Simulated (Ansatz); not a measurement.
SiO₂:
```
CELL_PARAMETERS angstrom
      4.18519     0.00000     0.00000
      0.00000     4.18519     0.00000
      0.00000     0.00000     2.66884
ATOMIC_POSITIONS crystal
  Si 0.00000 0.00000 0.00000
  Si 0.50000 0.50000 0.50000
  O  0.30610 0.30610 0.00000
  O  0.80610 0.19390 0.50000
  O  0.19390 0.80610 0.50000
  O  0.69390 0.69390 0.00000
```

Relaxed with r²SCAN. Special points in fractions of this cell's reciprocal vectors: Γ (0.000, 0.000, 0.000); X (0.000, 0.500, 0.000); M (0.500, 0.500, 0.000); Z (0.000, 0.000, 0.500); R (0.000, 0.500, 0.500); A (0.500, 0.500, 0.500).

Question: List the band energies nearest the valence-band maximum at these points for the program Ansatz at the r²SCAN level (PAW).

Answer: In eV from the valence-band maximum; about four levels below and three above (degenerate sets whole), none deeper than 8.9 eV; points with the same levels are listed once.

```tsv
k	below	above
Γ	-2.50 -0.88 -0.88 0.00	6.51 7.67 9.51 9.51
X	-2.70 -2.70 -1.08 -1.08	8.71 8.71 10.09 10.09
M	-2.67 -2.67 -2.32 -2.32	8.41 8.41 11.08 11.08
Z	-3.10 -3.10 -2.71 -2.71	10.17 10.17 13.76 13.76
R	-2.30 -2.30 -1.80 -1.80	9.84 9.84 10.92 10.92
A	-1.78 -1.78 -1.60 -1.60	8.19 8.19 12.03 12.03
```

Space group P4_2/mnm (rutile). This is a known high-pressure phase of the composition, computed here at zero pressure and temperature. The r²SCAN relaxation kept the symmetry of its start; of distortions, only those at the zone centre were tested.

Potentials: the later of the program's two PAW sets.
